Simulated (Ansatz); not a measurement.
Li$_{6}$SI$_{2}$O:
Space group Fm-3m (No. 225); a = b = c = 8.8244 Å, α = β = γ = 90.00°

| atom | site | symmetry | x | y | z |
|---|---|---|---|---|---|
| Li | 24e | 4m.m | 0.0000 | 0.0000 | 0.2759 |
| I | 8c | -43m | 0.2500 | 0.2500 | 0.2500 |
| S | 4a | m-3m | 0.0000 | 0.0000 | 0.0000 |
| O | 4b | m-3m | 0.5000 | 0.5000 | 0.5000 |
(The calculation used a cell of 10 atoms; values per cell refer to that cell.)

Relaxed with r²SCAN. DFT-r²SCAN in the program Ansatz with PAW potentials gives a gap of 4.21 eV.

What gap does HSE06 give on the same cell (Ansatz, PAW)?

4.60 eV, 0.39 eV more. The hybrid was solved on a coarser mesh and at special points; its gap is the smallest among all of these.

```json
[
 {"k": "Γ", "v1 r²SCAN": "-0.36", "c1 r²SCAN": "4.63", "v1 HSE06": "[?]", "c1 HSE06": "[?]"},
 {"k": "X", "v1 r²SCAN": "0.00", "c1 r²SCAN": "4.21", "v1 HSE06": "0.00", "c1 HSE06": "4.60"},
 {"k": "L", "v1 r²SCAN": "-0.33", "c1 r²SCAN": "5.93", "v1 HSE06": "[?]", "c1 HSE06": "[?]"},
 {"k": "W", "v1 r²SCAN": "-0.27", "c1 r²SCAN": "4.88", "v1 HSE06": "[?]", "c1 HSE06": "[?]"},
 {"k": "K", "v1 r²SCAN": "-0.07", "c1 r²SCAN": "4.51", "v1 HSE06": "[?]", "c1 HSE06": "[?]"}
]
```

Top valence (v1) and lowest conduction level (c1) in eV from each method's valence maximum (which need not be a listed point): supply the withheld HSE06 values.


- K, v1 HSE06: -0.07
- K, c1 HSE06: 4.91
- L, v1 HSE06: -0.34
- L, c1 HSE06: 6.43
- W, v1 HSE06: -0.28
- W, c1 HSE06: 5.30
- Γ, v1 HSE06: -0.36
- Γ, c1 HSE06: 4.95

Cost on shared cores: the r²SCAN run (SCF on a 6×6×6 mesh, then bands and DOS) very roughly 70 core-seconds, the HSE06 run (SCF on 3×3×3, then a few points) very roughly 2.6 core-minutes; the tasks are unlike.

The start of the workflow was typed in or built on a structure type; neither database checked (COD, Materials Project) lists it. Its standing as an ambient phase is unchecked. Symmetry was held in the r²SCAN relaxation; whether a distortion lowers the energy is not shown. The volume moved by 21 % from the start of the relaxation. Scalar-relativistic: spin–orbit coupling is off unless named, which matters more the heavier the elements.

Potentials: the later of the program's two PAW sets.
